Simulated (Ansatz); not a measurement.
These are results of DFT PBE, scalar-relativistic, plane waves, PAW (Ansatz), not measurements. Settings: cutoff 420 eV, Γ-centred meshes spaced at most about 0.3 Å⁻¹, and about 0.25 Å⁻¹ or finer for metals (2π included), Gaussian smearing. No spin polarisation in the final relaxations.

These are static total energies at zero pressure. All come from trial cells, and lower structures may exist.

Problem. Order these relaxed structures of La₃Y₂F by energy, lowest first, with the energy over the lowest of them.
1.

```cif
data_structure
_symmetry_space_group_name_H-M 'P6/mmm'
_symmetry_Int_Tables_number 191
_cell_length_a 6.5499
_cell_length_b 6.5499
_cell_length_c 6.0420
_cell_angle_alpha 90.000
_cell_angle_beta 90.000
_cell_angle_gamma 120.000
_cell_volume 224.48
loop_
_atom_site_label
_atom_site_type_symbol
_atom_site_symmetry_multiplicity
_atom_site_Wyckoff_symbol
_atom_site_fract_x
_atom_site_fract_y
_atom_site_fract_z
_atom_site_occupancy
La1 La 3 g 0.50000 0.50000 0.50000 1
Y1 Y 2 c 0.66667 0.33333 0.00000 1
F1 F 1 a 0.00000 0.00000 0.00000 1
```

2.

```cif
data_structure
_symmetry_space_group_name_H-M 'P6/mmm'
_symmetry_Int_Tables_number 191
_cell_length_a 4.8249
_cell_length_b 4.8249
_cell_length_c 12.3084
_cell_angle_alpha 90.000
_cell_angle_beta 90.000
_cell_angle_gamma 120.000
_cell_volume 248.14
loop_
_atom_site_label
_atom_site_type_symbol
_atom_site_symmetry_multiplicity
_atom_site_Wyckoff_symbol
_atom_site_fract_x
_atom_site_fract_y
_atom_site_fract_z
_atom_site_occupancy
La1 La 2 e 0.00000 0.00000 0.29552 1
La2 La 1 a 0.00000 0.00000 0.00000 1
Y1 Y 2 d 0.33333 0.66667 0.50000 1
F1 F 1 b 0.00000 0.00000 0.50000 1
```

3.

```cif
data_structure
_symmetry_space_group_name_H-M 'P6/mmm'
_symmetry_Int_Tables_number 191
_cell_length_a 6.0348
_cell_length_b 6.0348
_cell_length_c 6.1256
_cell_angle_alpha 90.000
_cell_angle_beta 90.000
_cell_angle_gamma 120.000
_cell_volume 193.20
loop_
_atom_site_label
_atom_site_type_symbol
_atom_site_symmetry_multiplicity
_atom_site_Wyckoff_symbol
_atom_site_fract_x
_atom_site_fract_y
_atom_site_fract_z
_atom_site_occupancy
La1 La 1 a 0.00000 0.00000 0.00000 1
La2 La 2 c 0.33333 0.66667 0.00000 1
Y1 Y 2 d 0.33333 0.66667 0.50000 1
F1 F 1 b 0.00000 0.00000 0.50000 1
```

4.

```cif
data_structure
_symmetry_space_group_name_H-M 'P4/mmm'
_symmetry_Int_Tables_number 123
_cell_length_a 3.5180
_cell_length_b 3.5180
_cell_length_c 14.5988
_cell_angle_alpha 90.000
_cell_angle_beta 90.000
_cell_angle_gamma 90.000
_cell_volume 180.68
loop_
_atom_site_label
_atom_site_type_symbol
_atom_site_symmetry_multiplicity
_atom_site_Wyckoff_symbol
_atom_site_fract_x
_atom_site_fract_y
_atom_site_fract_z
_atom_site_occupancy
La1 La 1 a 0.00000 0.00000 0.00000 1
La2 La 2 g 0.00000 0.00000 0.62395 1
Y1 Y 2 h 0.50000 0.50000 0.81190 1
F1 F 1 d 0.50000 0.50000 0.50000 1
```

Solution. 4 (0 meV/atom), 3 (494 meV/atom), 2 (859 meV/atom), 1 (939 meV/atom). Forms: 4 P4/mmm; 3 P6/mmm; 2 P6/mmm; 1 P6/mmm. Counting La or Y atoms around F (for each partner element, those within 1.25 times its shortest distance or 1.15 times the sum of covalent radii, where it is the nearest in units of that sum or under 1.3; a plus sign parts groups by distance over the sum of covalent radii; the shortest distance is added where it exceeds 1.18 times the sum of covalent radii): cell 4 has F 8; cell 3 has F 2; cell 2 has F 2+6; cell 1 has F 6 from 3.8 Å.

A magnetic state wasn't ruled out in cells without spin, among them P4/mmm, P6/mmm at 32.2 Å³/atom, P6/mmm at 41.4 Å³/atom, P6/mmm at 37.4 Å³/atom. Cells relaxed within their symmetry can be saddle points. Some structure types and database cells were kept out of the candidates from the start, so a known form may be missing.
